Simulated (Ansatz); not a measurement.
## Thermal properties of ScAl from its phonons

Theory: Ansatz 0.2.0, DFT LDA, scalar-relativistic, plane waves, PAW. Settings: 420 eV plane-wave cutoff, Γ-centred 12×12×12 mesh, Fermi-Dirac smearing of 0.15 eV. No spin polarisation. Phonons by linear response, acoustic sum rule imposed.

Relaxed structure:
```
Sc Al
1.0
     3.31038    0.00000    0.00000
     0.00000    3.31038    0.00000
     0.00000    0.00000    3.31038
Sc Al
1 1
Direct
  0.50000 0.50000 0.50000
  0.00000 0.00000 0.00000
```

In a metal, frequencies and elastic constants depend on the k mesh and the smearing, soft modes and shear constants most.

Force constants from linear response on a 4×4×4 q mesh, interpolated to a fine mesh.

Phonon density of states, in bins of 10 cm⁻¹:
| bin centre (cm⁻¹) | share of modes (%) |
| --- | --- |
| 5 | 0.0 |
| 15 | 0.0 |
| 25 | 0.0 |
| 35 | 0.1 |
| 45 | 0.3 |
| 55 | 0.8 |
| 65 | 1.6 |
| 75 | 1.9 |
| 85 | 2.3 |
| 95 | 3.2 |
| 105 | 2.9 |
| 115 | 2.4 |
| 125 | 2.3 |
| 135 | 2.6 |
| 145 | 3.1 |
| 155 | 4.1 |
| 165 | 3.2 |
| 175 | 4.1 |
| 185 | 5.2 |
| 195 | 4.3 |
| 205 | 3.0 |
| 215 | 1.5 |
| 225 | 0.8 |
| 235 | 0.3 |
| 245 | 0.3 |
| 255 | 5.8 |
| 265 | 8.7 |
| 275 | 5.1 |
| 285 | 3.8 |
| 295 | 3.4 |
| 305 | 4.6 |
| 315 | 6.2 |
| 325 | 6.8 |
| 335 | 3.7 |
| 345 | 1.7 |
| 355 | 0.0 |

(1) How much zero-point energy does an atom carry?

(2) How large are the vibrational entropy and heat capacity at 300 K?

(3) Tabulate them against temperature.

Results:

(1) 41.0 meV.

(2) S = 3.26 k_B and C_V = 2.71 k_B per atom, 90 % of the Dulong–Petit value.

(3)
```tsv
T (K)	F_vib (meV/atom)	S (k_B/atom)	C_V (k_B/atom)
100	38.5	0.86	1.45
200	25.1	2.22	2.40
300	1.2	3.26	2.71
400	-30.5	4.06	2.83
500	-68.3	4.70	2.89
600	-111.2	5.23	2.92
700	-158.2	5.68	2.94
800	-208.9	6.07	2.96
900	-262.8	6.42	2.96
1000	-319.5	6.74	2.97
```

Whether ScAl exists in this form wasn't checked.

Cost: 1 run of about 5.6 core-minutes, on Oxide Virtual Turin-like Processor (Zen 5) (shared hosts).